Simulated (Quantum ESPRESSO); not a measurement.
Inputs of pw.x and gipaw.x (a modified build of Quantum ESPRESSO, PBE) for Rb₂CoAgF₆; the starting potential comes from an earlier run on another mesh:

```
&CONTROL
  calculation = 'scf'
  prefix = 'x'
  pseudo_dir = './pseudo'
  outdir = './out'
  tprnfor = .true.
/
&SYSTEM
  ibrav = 0
  nat = 10
  ntyp = 4
  ecutwfc = 45
  ecutrho = 180
  occupations = 'fixed'
  nbnd = 44
/
&ELECTRONS
  conv_thr = 1e-11
  startingpot = 'file'
/
ATOMIC_SPECIES
Rb 85.468 Rb.GGA_PBE-JTH.UPF
Co 58.933 Co.GGA_PBE-JTH.UPF
Ag 107.868 Ag.GGA_PBE-JTH.UPF
F 18.998 F.GGA_PBE-JTH.UPF
CELL_PARAMETERS angstrom
    0.000000000000     4.301825000000     4.301825000000
    4.301825000000     0.000000000000     4.301825000000
    4.301825000000     4.301825000000     0.000000000000
ATOMIC_POSITIONS crystal
Rb     0.250000000000     0.250000000000     0.250000000000
Rb     0.750000000000     0.750000000000     0.750000000000
Co     0.000000000000     0.000000000000     0.000000000000
Ag     0.500000000000     0.500000000000     0.500000000000
F      0.220350000000     0.220350000000     0.779650000000
F      0.779650000000     0.779650000000     0.220350000000
F      0.779650000000     0.220350000000     0.220350000000
F      0.220350000000     0.779650000000     0.779650000000
F      0.220350000000     0.779650000000     0.220350000000
F      0.779650000000     0.220350000000     0.779650000000
K_POINTS automatic
5 5 5 1 1 1
```

```
&INPUTGIPAW
  job = 'nmr'
  prefix = 'x'
  tmp_dir = './out/'
  restart_mode = 'from_scratch'
  pawproj(1) = .true.
  pawproj(2) = .true.
  pawproj(3) = .true.
  pawproj(4) = .true.
  use_nmr_macroscopic_shape = .false.
/
```

The cell comes from the Materials Project (a computed structure). It is Rb2CoAgF6 in Fm-3m; whether this form has been observed was not checked. Stability against distortions was not tested. The run has no spin polarisation.

Give the final section of the GIPAW output.


```
     f-sum rule (should be   -69.2101):
           -69.2089         -0.0000         -0.0000
            -0.0000        -69.2089          0.0000
             0.0000         -0.0000        -69.2089

     Total NMR chemical shifts in ppm: ---------------------------------------
     (adopting the Simpson convention for anisotropy and asymmetry)-----------

     Atom  1  Rb  pos: (  0.353553  0.353553  0.353553)  Total sigma:        3166.24
          3166.2445         -0.0000          0.0000
            -0.0000       3166.2445          0.0000
            -0.0000         -0.0000       3166.2445

     Rb      1    anisotropy:      0.00    eta:    0.0000

     Atom  2  Rb  pos: (  1.060660  1.060660  1.060660)  Total sigma:        3166.24
          3166.2445         -0.0000          0.0000
            -0.0000       3166.2445         -0.0000
            -0.0000          0.0000       3166.2445

     Rb      2    anisotropy:     -0.00    eta:    0.0000

     Atom  3  Co  pos: (  0.000000  0.000000  0.000000)  Total sigma:      -24586.74
        -24586.7375         -0.0000         -0.0000
            -0.0000     -24586.7375         -0.0000
            -0.0000         -0.0000     -24586.7375

     Co      3    anisotropy:     -0.00    eta:    0.0000

     Atom  4  Ag  pos: (  0.707107  0.707107  0.707107)  Total sigma:        3159.28
          3159.2834         -0.0000          0.0000
            -0.0000       3159.2834          0.0000
            -0.0000          0.0000       3159.2834

     Ag      4    anisotropy:     -0.00    eta:    0.0000

     Atom  5  F   pos: (  0.707107  0.707107  0.311622)  Total sigma:         792.54
          1017.9339          0.0000         -0.0000
            -0.0000       1017.9339         -0.0000
            -0.0000         -0.0000        341.7572

     F       5    anisotropy:   -676.18    eta:    0.0000

     Atom  6  F   pos: (  0.707107  0.707107  1.102592)  Total sigma:         792.54
          1017.9339         -0.0000          0.0000
            -0.0000       1017.9339          0.0000
             0.0000          0.0000        341.7572

     F       6    anisotropy:   -676.18    eta:    0.0000

     Atom  7  F   pos: (  0.311622  0.707107  0.707107)  Total sigma:         792.54
           341.7572         -0.0000          0.0000
            -0.0000       1017.9339         -0.0000
            -0.0000         -0.0000       1017.9339

     F       7    anisotropy:   -676.18    eta:    0.0000

     Atom  8  F   pos: (  1.102592  0.707107  0.707107)  Total sigma:         792.54
           341.7572          0.0000          0.0000
             0.0000       1017.9339         -0.0000
             0.0000         -0.0000       1017.9339

     F       8    anisotropy:   -676.18    eta:    0.0000

     Atom  9  F   pos: (  0.707107  0.311622  0.707107)  Total sigma:         792.54
          1017.9339          0.0000         -0.0000
             0.0000        341.7572         -0.0000
            -0.0000         -0.0000       1017.9339

     F       9    anisotropy:   -676.18    eta:    0.0000

     Atom 10  F   pos: (  0.707107  1.102592  0.707107)  Total sigma:         792.54
          1017.9339          0.0000         -0.0000
             0.0000        341.7572         -0.0000
             0.0000          0.0000       1017.9339

     F      10    anisotropy:   -676.18    eta:    0.0000
```
The printed anisotropy is 3/2 (σ_33 − σ_iso) in the program's own order; the axes are left out here. Anisotropies that symmetry doesn't fix are less certain than the isotropic values. These are absolute shieldings with no macroscopic susceptibility term; δ = σ_ref − σ needs a reference computed alike. In our sweeps, cutoffs and meshes of this size left a few ppm, and up to some 20 ppm on atoms from Zn on. No spin–orbit coupling; Ag is the heaviest element present. With so small a Kohn–Sham gap, σ hangs strongly on the functional and the mesh.
